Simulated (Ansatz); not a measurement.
WS₂:
```
WS2
1.0
    3.17173     0.00000     0.00000
   -1.58587     2.74680     0.00000
    0.00000     0.00000    12.55251
W S
2 4
Direct
  0.33333   0.66667   0.75000
  0.66667   0.33333   0.25000
  0.33333   0.66667   0.12569
  0.66667   0.33333   0.87431
  0.66667   0.33333   0.62569
  0.33333   0.66667   0.37431
```

Cartesian axes are those of the cell as given.

Problem. Give the high-frequency dielectric tensor and the Born effective charge tensors of the independent atoms from DFPT, r²SCAN+D4 (plane waves, PAW; program Ansatz).

Solution. 
ε∞:
```
13.2  0.00  0.00
0.00  13.2  0.00
0.00  0.00  5.31
```
Z* of atom 1 (W), rows: field, columns: displacement, in e:
```
-0.42   0.00   0.00
 0.00  -0.42   0.00
 0.00   0.00  -0.32
```
Z* of atom 3 (S), rows: field, columns: displacement, in e:
```
0.21  0.00  0.00
0.00  0.21  0.00
0.00  0.00  0.16
```

Static charges for comparison (Bader): W1 +1.46, S3 -0.73 e. Born charges measure polarisation by displacement and can exceed these by far.

Space group P6_3/mmc. The r²SCAN+D4 relaxation kept the symmetry of its start; phonons on a q-mesh show no instability. The run is not spin-polarised. Scalar-relativistic: spin–orbit coupling is off unless named, which matters more the heavier the elements.

Potentials: the later of the program's two PAW sets.
